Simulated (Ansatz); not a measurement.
Ba (bcc (W type), Im-3m), a = 5.051 Å, b = 5.051 Å, c = 5.051 Å, α = 90.00°, β = 90.00°, γ = 90.00°; the cell used has 1 atom.

Relaxed with DFT-r²SCAN+D4 in the program Ansatz with PAW potentials. Indices refer to the conventional cell of Im-3m, a = b = c = 5.051 Å, α = β = γ = 90.00°.

### Question
Simulate the powder diffraction pattern (Fe Kα, λ = 1.93735 Å; lines above 1 %) up to 2θ = 90°.

### Answer
Simulated powder pattern, Fe Kα, λ = 1.93735 Å (kinematic, ideal powder, no thermal factors, no anomalous dispersion; the 30 strongest lines at most, above 1 %, up to 2θ = 90°):

```csv
2θ (°),d (Å),I/Imax (%),hkl
31.48,3.571,100,(110)
45.11,2.525,19,(200)
56.04,2.062,41,(211)
65.70,1.786,13,(220)
74.67,1.597,18,(310)
83.27,1.458,4.7,(222)
```

The r²SCAN+D4 relaxation kept the symmetry of its start. The pairwise dispersion correction was not fitted to metals. Spin–orbit coupling is left out wherever it is not named.

Potentials: the later of the program's two PAW sets.
